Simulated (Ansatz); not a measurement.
CF$_{4}$:
```xyz
10
Lattice="4.1635 2.1063 0.0000 -4.1635 2.1063 0.0000 -4.1212 0.0000 7.1753" Properties=species:S:1:pos:R:3 pbc="T T T"
F     -3.4029     2.0951     4.3469
F     -2.7788     2.0951     6.4161
F     -0.7182     2.1175     2.8285
F     -1.3424     2.1175     0.7592
C     -1.0303     2.8829     1.7938
C     -3.0909     1.3296     5.3815
F     -2.0645     3.6466     2.1077
F      0.0039     3.6466     1.4800
F     -2.0567     0.5659     5.0676
F     -4.1251     0.5659     5.6953
```

Relaxed with r²SCAN+D4.

Map the valence electron density (e/Å³), cut off at 2 on the plane through (0.684, 0.684, 0.250) spanned by u = [1, 0, 0] and v = [1, 1, 1] in lattice vectors, from the program Ansatz at the r²SCAN+D4 level (PAW).

x is the fraction of u, y of v (the angle between them is 101°; rows are the nearest grid lines); atoms in the plane: C at (0.00, 0.00), F at (0.80, 0.55).
```
y \ x   0.000  0.0870  0.174  0.261  0.348  0.435  0.565  0.652  0.739  0.826  0.913   1.00
------  -----  ------  -----  -----  -----  -----  -----  -----  -----  -----  -----  -----
1.00     1.47    1.80   2.00   2.00   2.00  0.434  0.024  0.028  0.107  0.432   1.25   1.47
0.925   0.982   0.509  0.925   1.28  0.509  0.096  0.036  0.205   1.24   2.00   2.00  0.982
0.850   0.304   0.060  0.046  0.042  0.023  0.012  0.074  0.622   2.00   2.00   2.00  0.304
0.775   0.034   0.028  0.067  0.115  0.093  0.039  0.027  0.093  0.231  0.245  0.109  0.034
0.700   0.054   0.326   2.00   2.00   2.00  0.317  0.018  0.012  0.020  0.030  0.031  0.054
0.625   0.319   0.994   2.00   2.00   1.63  0.205  0.026  0.105  0.495   1.00  0.601  0.319
0.550    1.39    1.22  0.973  0.372  0.110  0.031  0.095   1.00   2.00   2.00   2.00   1.39
0.450   0.880    2.00   2.00   1.96  0.259  0.038  0.045  0.182  0.405  0.348  0.276  0.880
0.375   0.515    1.84   1.78  0.467  0.077  0.015  0.011  0.015  0.017  0.024  0.093  0.515
0.300   0.042   0.061  0.046  0.020  0.011  0.015  0.026  0.021  0.012  0.009  0.018  0.042
0.225   0.040   0.025  0.011  0.007  0.011  0.021  0.032  0.024  0.015  0.022  0.037  0.040
0.150   0.424   0.150  0.043  0.021  0.019  0.017  0.013  0.018  0.064  0.254  0.551  0.424
0.0750   1.08   0.542  0.322  0.406  0.357  0.131  0.018  0.030  0.143  0.565   1.16   1.08
0.000    1.47    1.80   2.00   2.00   2.00  0.434  0.024  0.028  0.107  0.432   1.25   1.47
```

The density is the valence pseudo-density with augmentation charge, so density and ELF within about 1 Å of a nucleus are not all-electron values.

Space group C2/c. The workflow started from an entry of the Crystallography Open Database (COD). The r²SCAN+D4 relaxation kept the symmetry of its start; its stability against distortions is not shown here. The substance is a gas or liquid at ambient conditions.

Potentials: the later of the program's two PAW sets.
